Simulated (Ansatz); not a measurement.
The relaxed structure here is a generated cell of Si2W: the first start was made by placing the elements on the sites of a structure type, and the end was not matched to a known phase here, so it may be hypothetical. Known forms of Si2W include space group No. 139.

One starting cell of Si$_{2}$W (a generated cell, Si2W placed in the AFLOW prototype A2B_tP6_136_f_a (C4, as in TiO2)) was relaxed twice with Ansatz (plane waves, PAW, scalar-relativistic): with r2SCAN at 500 eV and with PBE at 420 eV. The r2SCAN result:

```cif
data_Si4W2
_chemical_formula_sum 'W2 Si4'
_space_group_name_H-M_alt 'P 1'
_space_group_IT_number 1
_cell_length_a 6.51358
_cell_length_b 6.51358
_cell_length_c 2.72530
_cell_angle_alpha 90.000
_cell_angle_beta 90.000
_cell_angle_gamma 90.000
loop_
_space_group_symop_operation_xyz
  'x, y, z'
loop_
_atom_site_label
_atom_site_type_symbol
_atom_site_fract_x
_atom_site_fract_y
_atom_site_fract_z
_atom_site_occupancy
W1 W 0.50000 0.50000 0.50000 1
W2 W 0.00000 0.00000 0.00000 1
Si1 Si 0.77109 0.77109 0.50000 1
Si2 Si 0.27109 0.72891 0.00000 1
Si3 Si 0.72891 0.27109 0.00000 1
Si4 Si 0.22891 0.22891 0.50000 1
```

```json
[
 {"quantity": "space group", "r2SCAN": "P4₂/mnm", "PBE": "P4₂/mnm"},
 {"quantity": "volume (Å³/atom)", "r2SCAN": "19.27", "PBE": "…"},
 {"quantity": "a (Å)", "r2SCAN": "6.514", "PBE": "…"},
 {"quantity": "c (Å)", "r2SCAN": "2.725", "PBE": "…"},
 {"quantity": "gap (eV, no spin-orbit coupling)", "r2SCAN": "0.00", "PBE": "…"}
]
```

What does PBE give for the same quantities?


- volume (Å³/atom), PBE: 19.51
- a (Å), PBE: 6.549
- c (Å), PBE: 2.730
- gap (eV, no spin-orbit coupling), PBE: 0.00

Both levels end in the same structure; PBE's volume is 1.3 % larger. Neither column is exact.

No spin polarisation in the result.

The run could not lower the symmetry of its start; a shaken copy of this end point relaxes with r2SCAN to C2/m (No. 12), 0.40 eV/atom lower.

Ansatz is a program for electronic structure.
